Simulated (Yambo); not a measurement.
G0W0@LDA for MgV₂O₆ (space group C2/m, No. 12) in Yambo. Reference settings: 4×4×2 Γ-centred k mesh, bands 4 to 141 and a 6 Ry block in the screening, 141 bands in G with the Bruneval-Gonze terminator, plasmon pole fitted at 27.2 eV. The LDA gap (0, 0, -0.5) → (0, -0.5, 0) on this mesh is 2.50 eV; G0W0 gaps are taken between the same points.

The settings were changed. The gap went from 4.64 eV to 5.28 eV, and the shift of the valence edge from -0.50 eV to -0.55 eV.

**Question.** Which change was made?
A) 51 bands in W, 51 bands in G, 2 Ry block
B) 51 bands in W, 51 bands in G, 4 Ry block
C) 51 bands in W, 51 bands in G, 3 Ry block
D) 51 bands in W, 51 bands in G, 5 Ry block

**Answer.** C, 51 bands in W, 51 bands in G, 3 Ry block. The others gave (gap, valence shift): 51 bands in W, 51 bands in G, 2 Ry block: 5.79, -0.80 eV; 51 bands in W, 51 bands in G, 4 Ry block: 5.09, -0.48 eV; 51 bands in W, 51 bands in G, 5 Ry block: 4.90, -0.42 eV.

Geometry of the Materials Project entry, not relaxed at this level; primitive cell a = 5.1937 Å, b = 5.1937 Å, c = 7.0555 Å, α = 105.13°, β = 105.13°, γ = 39.80°.

The runs are not spin-polarised; magnetic order was not tried.

A shift is the quasiparticle energy of the state minus its LDA energy.
